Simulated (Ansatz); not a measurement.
AgW:
Space group P4/mmm (No. 123); a = b = 2.6601 Å, c = 4.4820 Å, α = β = γ = 90.00°

```json
[
 {"atom": "Ag", "site": "1a", "symmetry": "4/mmm", "x": "0.0000", "y": "0.0000", "z": "0.0000"},
 {"atom": "W", "site": "1d", "symmetry": "4/mmm", "x": "0.5000", "y": "0.5000", "z": "0.5000"}
]
```

Relaxed with PBEsol.

Question: Which orbitals make up the states near the Fermi level in PBEsol in the plane-wave PAW code Ansatz?

Answer: Within 0.5 eV of the Fermi level: W 5d 73 %, Ag 4d 11 %, outside the projected shells 9 %. Projections are on Löwdin-orthogonalised atomic valence shells; empty p or d shells of many metals are not among them.

Question: Tabulate the density of states.

Answer: States/eV per cell of 2 atoms, in 0.25 eV bins, energy from the Fermi level.

```tsv
E (eV)	total	Ag 4d	W 5d	Ag 5s
-7.85	0.18	0.00	0.00	0.07
-7.60	0.22	0.01	0.00	0.09
-7.35	0.28	0.02	0.01	0.10
-7.10	0.55	0.20	0.03	0.12
-6.85	1.82	1.14	0.16	0.20
-6.60	3.19	2.30	0.27	0.23
-6.35	4.50	3.44	0.43	0.24
-6.10	3.74	3.02	0.41	0.13
-5.85	3.34	2.72	0.44	0.12
-5.60	4.32	3.42	0.66	0.15
-5.35	3.76	3.00	0.58	0.11
-5.10	3.13	2.51	0.30	0.25
-4.85	2.89	2.42	0.22	0.18
-4.60	2.65	2.38	0.14	0.08
-4.35	2.73	2.43	0.19	0.04
-4.10	3.61	3.07	0.29	0.13
-3.85	1.79	1.28	0.27	0.11
-3.60	1.76	1.05	0.45	0.10
-3.35	1.63	0.62	0.73	0.10
-3.10	1.85	0.47	1.07	0.09
-2.85	1.98	0.46	1.22	0.09
-2.60	1.95	0.47	1.21	0.08
-2.35	1.99	0.40	1.35	0.06
-2.10	1.80	0.34	1.25	0.05
-1.85	1.50	0.24	1.07	0.04
-1.60	1.29	0.19	0.93	0.03
-1.35	1.24	0.13	0.93	0.03
-1.10	1.70	0.20	1.25	0.04
-0.85	1.61	0.16	1.19	0.03
-0.60	1.59	0.18	1.16	0.02
-0.35	1.65	0.19	1.26	0.03
-0.10	1.48	0.18	1.11	0.04
0.15	1.24	0.13	0.90	0.06
0.40	0.87	0.09	0.56	0.09
0.65	0.55	0.05	0.43	0.02
0.90	0.58	0.05	0.48	0.01
1.15	1.21	0.09	1.01	0.02
1.40	1.68	0.12	1.36	0.04
1.65	1.88	0.12	1.47	0.07
1.90	2.24	0.12	1.73	0.11
2.15	1.72	0.07	1.35	0.09
2.40	1.67	0.06	1.32	0.12
2.65	1.82	0.06	1.42	0.14
2.90	1.69	0.05	1.29	0.14
3.15	1.50	0.04	1.06	0.15
3.40	1.12	0.03	0.68	0.14
3.65	0.87	0.02	0.45	0.12
3.90	0.75	0.02	0.36	0.11
4.15	0.72	0.01	0.33	0.10
4.40	0.66	0.01	0.28	0.09
4.65	0.59	0.01	0.23	0.08
```

The start of the workflow was typed in or built on a structure type; neither database checked (COD, Materials Project) lists it. Its standing as an ambient phase is unchecked. Symmetry was held in the PBEsol relaxation. At this level the phase is mechanically unstable. The run is not spin-polarised. Its formation energy is positive at this level, so the cell may be metastable or incomplete. Axis ratios of metals converge slowly with the k-mesh, so a and c are less sure than the volume. Scalar-relativistic: spin–orbit coupling is off unless named, which matters more the heavier the elements.

Potentials: the earlier of the program's two PAW sets. The files were generated under PBE; for other functionals the program regenerates the frozen cores, and for LDA and PBEsol the local potential too.
